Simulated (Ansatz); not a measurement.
AgBr:
```yaml
crystal:
  lattice:
    - [0.00000, 2.83716, 2.83716]
    - [2.83716, 0.00000, 2.83716]
    - [2.83716, 2.83716, 0.00000]
  atoms:
    - { symbol: Ag, position: [0.50000, 0.50000, 0.50000] }
    - { symbol: Br, position: [0.00000, 0.00000, 0.00000] }
```

Relaxed with PBEsol. Special points in fractions of this cell's reciprocal vectors: Γ (0.000, 0.000, 0.000); X (0.500, 0.000, 0.500); U (0.625, 0.250, 0.625); K (0.375, 0.375, 0.750); L (0.500, 0.500, 0.500); W (0.500, 0.250, 0.750).

Q: List the band energies nearest the valence-band maximum at these points for DFT-PBEsol with spin–orbit coupling in the program Ansatz with PAW potentials.

A: In eV from the valence-band maximum; about four levels below and three above (degenerate sets whole), none deeper than 8.9 eV; points with the same levels are listed once.

```csv
k,below,above
Γ,-1.98 -1.98 -1.98 -1.98,0.41 0.41 9.70 9.70 9.70 9.70
X,-2.43 -2.43 -2.30 -2.30,1.31 1.31 6.76 6.76
U,-2.13 -2.13 -1.37 -1.37,2.74 2.74 6.59 6.59
L,-0.15 -0.15 0.00 0.00,3.35 3.35 6.37 6.37
W,-2.32 -2.32 -1.72 -1.72,3.66 3.66 6.90 6.90
```

Space group Fm-3m (rock salt). The PBEsol relaxation kept the symmetry of its start. The run is not spin-polarised.

Potentials: the later of the program's two PAW sets.
